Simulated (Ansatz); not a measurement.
SiC:
```yaml
crystal:
  lattice:
    - [3.07531, 0.00000, 0.00000]
    - [-1.53765, 2.66329, 0.00000]
    - [0.00000, 0.00000, 5.04816]
  atoms:
    - { symbol: Si, position: [0.66667, 0.33333, 0.00050] }
    - { symbol: Si, position: [0.33333, 0.66667, 0.50050] }
    - { symbol: C, position: [0.66667, 0.33333, 0.62470] }
    - { symbol: C, position: [0.33333, 0.66667, 0.12470] }
```

Relaxed with r²SCAN.

Question: Map the electron localisation function on the plane through (0.667, 0.333, 0.001) spanned by u = [0, 0, 1] and v = [1, -1, 0] in lattice vectors, from r²SCAN in the plane-wave PAW code Ansatz.

Answer: x is the fraction of u, y of v (the angle between them is 90°; rows are the nearest grid lines); atoms in the plane: Si at (0.00, 0.00), Si at (0.50, 0.67), C at (0.62, 0.00), C at (0.12, 0.67).
```
|*-.....  .-*#*:  :#@@@%--*|
|-:.:::.  .-*##=. -%@@@#:.-|
|:-+++=:  .-*%%#*+*%@@%*:.:|
|@@@@%#*=::=#@@@@@%##*===#@|
|@@@@@%#*+==+%@@@@%*+-:-+%@|
|@@@%%%%%#*=-+#%@%#+:..:+%@|
|%%#++#%@@%=..-=+++-.  :+#%|
|#*: .*@@@@+.::..::.   :+##|
|*=.  +@@@@+:++. .:.   :=**|
|##*=+#%@@%=....:-:.   :=##|
|%%####%%%*-...:--:.   .=*%|
|#%%##****=:::----:.   .-*#|
|****++==-::::---:..   .:=*|
|-===-::.....::::..     .:-|
|.....       ....        ..|
|                          |
|                          |
|...        .......      ..|
|:::..     .:-===--::.....:|
|---::.    .-+****++=-::::-|
|:----..   :+*#%###***+-:::|
|...:-:.  .-*###+=*%@@@*:..|
|-...::.  .-*#*=. -%@@@#:.-|
|*-.....  .-*#*:  :#@@@%--*|
```
Scale: ten equal steps from 0.013 (start of ' ') to 0.931 (end of '@'), in the order ' .:-=+*#%@'; x runs from 0.000 to 1.00, y from 0.000 (bottom) to 1.00 (top).

The density is the valence pseudo-density with augmentation charge, so density and ELF within about 1 Å of a nucleus are not all-electron values.

Space group P6_3mc (wurtzite). The cell was relaxed with r²SCAN under the symmetry of its start; phonons on a q-mesh show no instability.

Potentials: the later of the program's two PAW sets.
